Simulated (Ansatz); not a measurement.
**Si: opening a crack plane**

Si, P6/mmm, a = 2.629 Å, c = 2.494 Å. This isn't the element's structure at ambient conditions. Ansatz: r2SCAN, PAW, 500 eV, Γ-centred 26×26×6 mesh on 4 atoms, Gaussian smearing 0.15 eV; no spin polarisation. One cut on (001) per cell of 4 atoms is opened rigidly by x, between planes of Si and Si that stand 2.49 Å apart; y is the energy per area (5.986 Å², 1 eV/Å² = 16.02 J/m²).

```tsv
x (Å)	y (J/m²)
0.00	0.000
0.25	0.289
0.50	0.748
0.75	1.166
1.00	1.487
1.50	?
2.00	2.084
3.00	2.238
6.00	2.282
```

Fit the universal binding curve y = W[1 − (1 + x/l) e^(−x/l)] to the other rows, give the peak stress, and predict the missing value.

Least squares gives W = 2.25 J/m² and l = 0.433 Å. The stress dy/dx peaks at x = l with W/(e l) = 19.1 GPa, for rigid faces. At x = 1.50: x/l = 3.464, y = 1.936 J/m². The run gave 1.880 J/m², so the fit is 0.056 J/m² too high, 2.5 % of the span of the series, against an rms of 0.027 J/m² on the fitted rows. One length l has to serve both the bottom of the well and the tail, and here they ask for different ones.

Cost: 11 runs of about 3.3 core-minutes in all, on AMD EPYC 9R45 (Zen 5) (shared hosts).